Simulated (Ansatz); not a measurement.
AgBr (rock salt, Fm-3m), a = b = c = 5.674 Å, α = β = γ = 90.00°; the cell used has 2 atoms.

Relaxed with PBEsol.

**Question.** Tabulate the valence density and the electron localisation function along the shortest Ag–Br contact (2.84 Å), DFT-PBEsol in the program Ansatz with PAW potentials.

**Answer.** 

```
distance from Ag (Å)  density (e/Å³)   ELF
--------------------  --------------  ----
0.28                           15.85  0.76
0.43                           11.13  0.67
0.57                            6.71  0.59
0.71                            3.40  0.50
0.85                            1.47  0.39
0.99                            0.65  0.25
1.13                            0.36  0.15
1.28                            0.25  0.12
1.42                            0.24  0.20
1.56                            0.30  0.42
1.70                            0.42  0.69
1.84                            0.63  0.83
1.99                            0.90  0.88
2.13                            1.14  0.83
2.27                            1.15  0.60
2.41                            0.88  0.19
2.55                            0.47  0.01
```

The density is the valence pseudo-density with augmentation charge, so density and ELF within about 1 Å of a nucleus are not all-electron values.

Symmetry was held in the PBEsol relaxation. The run is not spin-polarised.

Potentials: the later of the program's two PAW sets.
